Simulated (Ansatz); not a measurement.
Space group Pm-3m (No. 221). a = 4.079 Å, b = 4.079 Å, c = 4.079 Å, α = 90.00°, β = 90.00°, γ = 90.00°
| atom | site | symmetry | x | y | z |
| --- | --- | --- | --- | --- | --- |
| Ti | 3c | 4/mm.m | 0.0000 | 0.5000 | 0.5000 |
| Ag | 1a | m-3m | 0.0000 | 0.0000 | 0.0000 |

Equation of state of this Ti3Ag structure (not necessarily the ground state), with shape and atoms relaxed at each volume where symmetry leaves them free. It has no gap at any of these volumes. All numbers below come from DFT r2SCAN, scalar-relativistic, plane waves, PAW (Ansatz 0.2.0).

Cutoff 500 eV; k points 10×10×10 on the computed 4-atom cell (Γ-centred); Gaussian smearing, width 0.10 eV; no spin polarisation.

```json
{"V (Å³/atom)": "15.950", "E − E(largest V) (meV/atom)": "4.14", "P (GPa)": "8.47"}
{"V (Å³/atom)": "16.459", "E − E(largest V) (meV/atom)": "-15.19", "P (GPa)": "3.90"}
{"V (Å³/atom)": "16.968", "E − E(largest V) (meV/atom)": "-21.09", "P (GPa)": "-0.02"}
{"V (Å³/atom)": "17.477", "E − E(largest V) (meV/atom)": "-15.48", "P (GPa)": "-3.38"}
{"V (Å³/atom)": "17.986", "E − E(largest V) (meV/atom)": "0.00", "P (GPa)": "-6.27"}
```

Problem. Fit a third-order Birch–Murnaghan equation to E(V).

Solution. V0 = 16.96 Å³/atom, B0 = 121 GPa, B0' = 4.1.